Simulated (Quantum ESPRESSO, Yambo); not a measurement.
BP (zinc blende, space group F-43m, No. 216) under isotropic strain (on all lattice vectors), counted from the cell relaxed with PBEsol, atoms relaxed at each step. PBEsol (Quantum ESPRESSO, PseudoDojo norm-conserving, 76 Ry, scalar-relativistic); G0W0 in Yambo (6×6×6 Γ-centred k mesh, 84 bands and a 14 Ry block in the screening, 84 bands in G with the Bruneval-Gonze terminator, plasmon pole fitted at 27.2 eV).

| strain s (%) | PBEsol direct gap at Γ (eV) | G0W0 direct gap at Γ (eV) |
|---|---|---|
| -3 | 3.537 | 4.407 |
| -1.5 | 3.451 | 4.348 |
| -0.7 | ? | ? |
| 0 | 3.377 | 4.287 |
| +1 | 3.333 | 4.251 |
| +2 | 3.293 | 4.220 |

Fit a parabola in s to each column by least squares and predict the withheld row.

PBEsol: E = 3.377 − 0.0464 s + 0.0023 s² (largest residual 1 meV), giving 3.410 eV at s = -0.7; the run gave 3.411 eV, a miss of 0 meV. G0W0: E = 4.288 − 0.0367 s + 0.0011 s² (largest residual 3 meV), giving 4.314 eV at s = -0.7; the run gave 4.312 eV, a miss of 3 meV. The GW settings are held fixed; their convergence isn't established.
